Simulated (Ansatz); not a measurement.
Ta₄N₅:
```
CELL_PARAMETERS angstrom
     -3.43097     3.43097     2.13406
      3.43097    -3.43097     2.13406
      3.43097     3.43097    -2.13406
ATOMIC_POSITIONS crystal
  Ta 0.21702 0.60544 0.82246
  Ta 0.78298 0.39456 0.17754
  Ta 0.39456 0.21702 0.61157
  Ta 0.60544 0.78298 0.38843
  N  0.50000 0.50000 0.00000
  N  0.09150 0.30878 0.40029
  N  0.90850 0.69122 0.59971
  N  0.69122 0.09150 0.78272
  N  0.30878 0.90850 0.21728
```

Relaxed with r²SCAN. Special points in fractions of this cell's reciprocal vectors: Γ (0.000, 0.000, 0.000); X (0.000, 0.000, 0.500); M (-0.500, 0.500, 0.500); Z (0.347, 0.347, -0.347); Z0 (-0.347, 0.653, 0.347); P (0.250, 0.250, 0.250); N (0.000, 0.500, 0.000).

### Question
List the band energies nearest the Fermi level at these points for the program Ansatz at the r²SCAN level (PAW).

### Answer
In eV from the Fermi level; about four levels below and three above (degenerate sets whole), none deeper than 8.9 eV; points with the same levels are listed once.

| k | below | above |
|---|---|---|
| Γ | -2.81 -2.81 -1.39 -1.39 -1.02 | 0.64 1.17 1.23 1.23 |
| X | -3.33 -2.96 -1.67 -0.62 | 0.56 0.79 1.70 |
| M | -2.03 -1.74 -0.40 -0.40 | 2.62 2.82 2.82 |
| Z | -3.64 -3.34 -0.55 -0.31 | 0.45 0.45 2.61 2.61 |
| P | -5.64 -5.64 -4.13 -3.46 -0.45 | 0.84 0.84 1.44 1.44 |
| N | -5.10 -4.48 -3.26 -1.23 | 0.58 1.13 1.57 |

Space group I4/m. The workflow started from a Materials Project entry (that database holds measured and hypothetical structures alike); the Crystallography Open Database copy checked does not list it. Its standing as an ambient phase is unchecked. Symmetry was held in the r²SCAN relaxation; whether a distortion lowers the energy is not shown. No spin polarisation was allowed. With an odd number of electrons in the cell and no spin polarisation, the count alone makes it a metal. Scalar-relativistic: spin–orbit coupling is off unless named, which matters more the heavier the elements.

Potentials: the later of the program's two PAW sets.
